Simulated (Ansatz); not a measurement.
TiTe2 (CdI2 type)

```yaml
crystal:
  lattice:
    - [3.69732, 0.00000, 0.00000]
    - [-1.84866, 3.20197, 0.00000]
    - [0.00000, 0.00000, 6.38398]
  atoms:
    - { symbol: Ti, position: [0.00000, 0.00000, 0.00000] }
    - { symbol: Te, position: [0.33333, 0.66667, 0.27110] }
    - { symbol: Te, position: [0.66667, 0.33333, 0.72890] }
```

Two coordinates are scanned: the volume, and the ratio of the stretch along z (the conventional c axis) to the stretch across it. Atoms keep their fractional coordinates.

Calculation: PBE-D3(BJ) (plane waves to 420 eV, PAW, scalar-relativistic; Ansatz, a quantum-chemistry and plane-wave program). k mesh 15×15×8 (Γ-centred), Fermi-Dirac smearing 0.05 eV. Compression counts positive. As the atoms are clamped, bonds stretch with the cell, which overstates energies and stresses. With partly filled bands, the response to shear is sensitive to the k mesh, so small differences along c/a are uncertain. Spin-orbit coupling is left out, though Te is heavy. TiTe2 is run without spin polarisation. TiTe2 was relaxed with its symmetry unable to fall.

At one point of the scan the stress tensor (GPa) is:

```
    7.8      0.0      0.0
    0.0      7.8      0.0
    0.0      0.0      3.7
```

Problem. Which point is it?
A) V/V₀ = 0.920, (c/a)/(c/a)₀ = 1.040
B) V/V₀ = 1.000, (c/a)/(c/a)₀ = 1.040
C) V/V₀ = 0.920, (c/a)/(c/a)₀ = 1.080
D) V/V₀ = 0.960, (c/a)/(c/a)₀ = 1.000

Solution. C, V/V₀ = 0.920, (c/a)/(c/a)₀ = 1.080

(A scan under strain: stresses follow from slopes of the energy per volume, elastic moduli from its curvatures.)
